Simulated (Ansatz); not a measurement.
Input file for Ansatz (an electronic-structure program):

Ansatz 0.2 input:
```yaml
crystal:
  lattice:
    - [3.4042276325, 0.0, 0.0]
    - [0.0, 3.4042276325, 0.0]
    - [0.0, 0.0, 3.4042276325]
  atoms:
    - { symbol: Ta, position: [0.0, 0.0, 0.0] }
    - { symbol: Te, position: [0.5, 0.5, 0.5] }
kpoints:
  mp_grid: { grid: [9, 9, 9] }
  band_path:
    path:
      - [[0.0, 0.0, 0.0], [0.0, 0.5, 0.0], [0.5, 0.5, 0.0], [0.0, 0.0, 0.0], [0.5, 0.5, 0.5], [0.0, 0.5, 0.0]]  # Γ-X-M-Γ-R-X
      - [[0.5, 0.5, 0.5], [0.5, 0.5, 0.0]]  # R-M
    npoints: 12
hamiltonian:
  xc: r2scan
  pseudopotentials: { kind: paw }
magnetization: { noncollinear: true, spin_orbit: true }
scf:
  n_extra_bands: 13
  convergence: { dr2_threshold: 0.0000000001 }
  occupations: { method: gaussian, width: 0.05 }
output: { eigenvalues: true }
```

Output (shortened):

```
Pseudopotential: Ta, paw_fr, valence charge 13
Pseudopotential: Te, paw_fr, valence charge 16
Functional definition: r2SCAN
non-collinear run that drives no moment, with spin-orbit …
Crystal: 2 atoms, lattice volume = 39.451 Å³
Basis set: ecut = 500 eV, 1021 PW (Γ), exchange–correlation on 100×100×100 points (64 copies of the dense FFT grid, shifted against one another)
Bands: 42, of which v1, the nominal top of the filled ones, is band 29 counted from 1 (28 counted from 0)
Symmetry: 48 space group operations + 48 with time reversal
k-points: 35 of 729
Projection manifold: j_resolved (fully-relativistic pseudo-atomic orbitals)
SCF iter   1: F=—  HF=-16903.848284 eV  |F-HF|=—  |Δ(HF+E_count)|=         —  Δρ=5.12e-2  dr2=2.21e0  dr2_τ=1.49e-2  dr2_m=0.00e0 (ungated)  ethr=3.10e-3  |M|=0.00e0 ∫|m|=0.00e0 μB  |m|>n=0.0e0 m-floor=0.0e0 τ_xc=0.0e0  β_m=0.30  ⟨swp⟩=7.6  Hψ=3739  notcnv=0  defer=20
preconditioner: auto → none
SCF iter   2: F=—  HF=-16903.577155 eV  |F-HF|=—  |Δ(HF+E_count)|=   2.71e-1  Δρ=3.49e-2  dr2=9.21e-1  dr2_τ=1.10e-3  dr2_m=0.00e0 (ungated)  ethr=3.10e-3  |M|=0.00e0 ∫|m|=0.00e0 μB  |m|>n=0.0e0 m-floor=0.0e0 τ_xc=0.0e0  β_m=0.56  ⟨swp⟩=2.0  Hψ=990  notcnv=0  defer=210
SCF iter   3: F=—  HF=-16903.403727 eV  |F-HF|=—  |Δ(HF+E_count)|=   1.73e-1  Δρ=8.55e-3  dr2=5.24e-2  dr2_τ=1.23e-3  dr2_m=0.00e0 (ungated)  ethr=3.10e-3  |M|=0.00e0 ∫|m|=0.00e0 μB  |m|>n=0.0e0 m-floor=0.0e0 τ_xc=0.0e0  β_m=0.66  ⟨swp⟩=2.2  Hψ=927  notcnv=0  defer=210
SCF iter   4: F=—  HF=-16903.394476 eV  |F-HF|=—  |Δ(HF+E_count)|=   9.25e-3  Δρ=2.61e-3  dr2=4.47e-3  dr2_τ=1.80e-4  dr2_m=0.00e0 (ungated)  ethr=1.81e-4  |M|=0.00e0 ∫|m|=0.00e0 μB  |m|>n=0.0e0 m-floor=0.0e0 τ_xc=0.0e0  β_m=0.61  ⟨swp⟩=2.8  Hψ=1154  notcnv=0  defer=210
SCF iter   5: F=—  HF=-16903.393827 eV  |F-HF|=—  |Δ(HF+E_count)|=   6.48e-4  Δρ=1.07e-3  dr2=8.05e-4  dr2_τ=5.33e-6  dr2_m=0.00e0 (ungated)  ethr=1.54e-5  |M|=0.00e0 ∫|m|=0.00e0 μB  |m|>n=0.0e0 m-floor=0.0e0 τ_xc=0.0e0  β_m=0.74  ⟨swp⟩=2.0  Hψ=751  notcnv=0  defer=210
SCF iter   6: F=—  HF=-16903.393676 eV  |F-HF|=—  |Δ(HF+E_count)|=   1.51e-4  Δρ=1.76e-4  dr2=1.53e-5  dr2_τ=1.04e-7  dr2_m=0.00e0 (ungated)  ethr=2.78e-6  |M|=0.00e0 ∫|m|=0.00e0 μB  |m|>n=0.0e0 m-floor=0.0e0 τ_xc=0.0e0  β_m=0.87  ⟨swp⟩=2.0  Hψ=762  notcnv=0  defer=210
SCF iter   7: F=—  HF=-16903.393673 eV  |F-HF|=—  |Δ(HF+E_count)|=   2.86e-6  Δρ=1.55e-5  dr2=4.77e-8  dr2_τ=1.61e-9  dr2_m=0.00e0 (ungated)  ethr=5.26e-8  |M|=0.00e0 ∫|m|=0.00e0 μB  |m|>n=0.0e0 m-floor=0.0e0 τ_xc=0.0e0  β_m=0.88  ⟨swp⟩=2.0  Hψ=825  notcnv=0  defer=210
SCF iter   8: F=—  HF=-16903.393673 eV  |F-HF|=—  |Δ(HF+E_count)|=   5.78e-7  Δρ=2.36e-6  dr2=1.40e-9  dr2_τ=2.63e-11  dr2_m=0.00e0 (ungated)  ethr=1.65e-10  |M|=0.00e0 ∫|m|=0.00e0 μB  |m|>n=0.0e0 m-floor=0.0e0 τ_xc=0.0e0  β_m=0.94  ⟨swp⟩=2.0  Hψ=1119  notcnv=0  defer=210
SCF iter  10: F=-16903.393673 eV  HF=-16903.393673 eV  |F-HF|=0.00e0  |Δ(HF+E_count)|=  2.91e-11  Δρ=3.93e-8  dr2=8.44e-13  dr2_τ=3.68e-14  dr2_m=0.00e0 (ungated)  ethr=1.00e-12  |M|=0.00e0 ∫|m|=0.00e0 μB  |m|>n=0.0e0 m-floor=0.0e0 τ_xc=0.0e0  ⟨swp⟩=2.9  Hψ=1437  notcnv=0
SCF 1 converged in 10 iterations: F = -16903.393673 eV  dr2 = 8.44e-13
NSCF: frozen V_eff on 74 k-points
SCF converged after 10 iterations
Magnetization: |M| = 0.0000 μB,  M = (+0.0000, +0.0000, +0.0000) μB
Absolute magnetization: 0.0000 μB (∫|m|)
  site 0: m = (+0.0000, +0.0000, +0.0000) μB, |m| = 0.0000 μB  (R = 1.22 Å)
  site 1: m = (+0.0000, +0.0000, +0.0000) μB, |m| = 0.0000 μB  (R = 1.22 Å)
Free energy (F): -16903.393673 eV
Harris-Foulkes:  -16903.393673 eV  (|F-HF|=0.00e0)
Internal energy: -16903.391067 eV  (E = F + TS)
E sigma→0 (E₀):  -16903.392370 eV
Entropy (-TS):   -0.002605 eV (-1.303 meV/atom)
Fermi energy:    18.365807 eV
--- Per-component energies (eV) ---
  E_band       = -279.268513
  E_kinetic    = 551.069881
  E_local      = -1312.272950  (includes V_loc(G=0)·N_el)
  E_nonlocal   = -298.048363
  E_hartree    = 805.497642
  E_xc         = -320.691485
  E_vxc        = -335.506126  (∫ρ·V_xc dr)
  E_paw        = -13072.563396  (= ΣΔE_a)
  E_vpaw       = -513.494402  (= ΣTr[D̂ρ^β])
  E_aug_tail   = 0.000036  (compensation charges beyond the density's cutoff)
  E_vtau       = 17.988123  (kinetic-family band-sum trace: ∫τ·v_τ [+ j·A + Jᵃ·Aᵃ] dr)
  E_ewald      = -3255.897436
  E_core_change = -0.484996  (= ΣΔE_core)
  E_smearing   = -0.002605  (= −TS)
  E_closure    = 0.000000  (closes the sum)
  Σ components = -16903.393673   (vs F -16903.393673, Δ=0.00e0)
  [band-id]    e_kinetic+e_local+e_nonlocal+2·e_hartree+e_vxc+e_vpaw+e_augmentation_tail+e_vtau = -279.268517   (vs E_band -279.268513, Δ=-3.60e-6)
--- Band table (eV; the first three rows and the last of 35) ---
  k-point 0: bands = ["-51.9384", "-51.9384", "-24.1391", "-24.1391", "-21.3888", "-21.3888", "-21.3888", "-21.3888", "-19.9322", "-19.9322", "-19.9322", "-19.9322", "-19.9162", "-19.9162", "-15.4492", "-15.4492", "-15.4492", "-15.4492", "2.6344", "2.6344", …
  k-point 1: bands = ["-51.9377", "-51.9377", "-24.1426", "-24.1426", "-21.3890", "-21.3890", "-21.3879", "-21.3879", "-19.9323", "-19.9323", "-19.9297", "-19.9297", "-19.9174", "-19.9174", "-15.4664", "-15.4664", "-15.4453", "-15.4453", "2.8058", "2.8058", …
  k-point 2: bands = ["-51.9360", "-51.9360", "-24.1513", "-24.1513", "-21.3895", "-21.3895", "-21.3857", "-21.3857", "-19.9330", "-19.9330", "-19.9235", "-19.9235", "-19.9203", "-19.9203", "-15.5093", "-15.5093", "-15.4355", "-15.4355", "3.2952", "3.2952", …
  k-point 34: bands = ["-51.9220", "-51.9220", "-24.2152", "-24.2152", "-21.3854", "-21.3854", "-21.3848", "-21.3848", "-19.9255", "-19.9255", "-19.9120", "-19.9120", "-19.9118", "-19.9118", "-15.5900", "-15.5900", "-15.5876", "-15.5876", "7.1882", "7.1882", …
```

Cost: about 50 core-seconds (a rough figure) on shared cores.

Space group Pm-3m (CsCl type). The start of the workflow was typed in or built on a structure type; neither database checked (COD, Materials Project) lists it. Whether it is the stable phase at ambient conditions was not checked. The r²SCAN relaxation kept the symmetry of its start; its stability against distortions is not shown here. No spin polarisation was allowed. Its formation energy is positive at this level, so the cell may be metastable or incomplete.

Potentials: the later of the program's two PAW sets.

Ansatz is a plane-wave DFT program.
